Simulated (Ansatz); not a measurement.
The start is a generated trial cell of V in the beta-Sn structure type. Cell shape, volume and atoms are optimised at zero target pressure with PBE (plane waves to 420 eV, PAW, scalar-relativistic; Ansatz, a program for electronic structure). The first steps use a coarse 14×14×14 k-mesh.

Input geometry:
```yaml
crystal:
  lattice:
    - [-2.36640, 2.36640, 1.29114]
    - [2.36640, -2.36640, 1.29114]
    - [2.36640, 2.36640, -1.29114]
  atoms:
    - { symbol: V, position: [0.75000, 0.25000, 0.50000] }
    - { symbol: V, position: [0.00000, 0.00000, 0.00000] }
```
Spin-polarised start, with parallel moments on V.

```yaml
initial_pressure: "-4.6 GPa (negative: the cell is under tension)"
energy_released: 0.01 eV/atom
volume_change: -3.2 %, from 14.46 to 14.00 Å³/atom
Shortest distances (start → end): "The closest pairs of elements (up to four, under 3.6 Å), start → end: V–V 2.45 → 2.42 Å"
band_gap_at_the_end: no gap (metallic)
moments_at_the_end: zero (the starting moments vanished)
optimiser_moves: 6
```

The end point of the relaxation:

Space group I4₁/amd, origin choice 1 (No. 141); a = b = 4.6556 Å, c = 2.5837 Å, α = β = γ = 90.00°

| atom | site | symmetry | x | y | z |
|---|---|---|---|---|---|
| V | 4a | -4m2 | 0.0000 | 0.0000 | 0.0000 |
(The calculation used a cell of 2 atoms; values per cell refer to that cell.)

Final values are on a 20×20×20 k-mesh of the relaxed cell. No spin polarisation in the result: the starting moments vanished.

The run could not lower the symmetry of its start; a shaken copy of this end point relaxes with PBE to Im-3m (No. 229), 0.47 eV/atom lower.

The relaxed structure here is a generated cell of V: the first start was made by placing the elements on the sites of a structure type, and the end was not matched to a known phase here, so it may be hypothetical. Known forms of V include space group No. 229.
